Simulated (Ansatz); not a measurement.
C: zone-centre modes

All numbers below come from DFT r2SCAN, scalar-relativistic, plane waves, PAW in Ansatz. Cutoff 500 eV, Γ-centred 12×12×12 k-points, Gaussian smearing of 0.05 eV. No spin polarisation.

Zero of the scan (relaxed at this level):

```
C
1.0
     1.25567    0.72496   10.33600
    -1.25567    0.72496   10.33600
     0.00000   -1.44992   10.33600
C
10
Direct
  0.02482 0.02482 0.02482
  0.97518 0.97518 0.97518
  0.10870 0.10870 0.10870
  0.89130 0.89130 0.89130
  0.15837 0.15837 0.15837
  0.84163 0.84163 0.84163
  0.37485 0.37485 0.37485
  0.62515 0.62515 0.62515
  0.42533 0.42533 0.42533
  0.57467 0.57467 0.57467
```

Harmonic modes by finite displacements of 0.02 Å, without the LO–TO term.

(1) At this geometry, is the structure stable against these modes?

(2) List the wavenumbers in cm⁻¹.

Answers

(1) Yes: no mode is imaginary beyond 10 cm⁻¹, and only the three translations lie near zero.

(2) 0, 0, 0, 342, 342, 354, 354, 528, 528, 533, 533, 580, 586, 988, 988, 1223, 1223, 1229, 1229, 1281, 1281, 1284, 1284, 1294, 1296, 1319, 1319, 1325, 1325, 1338.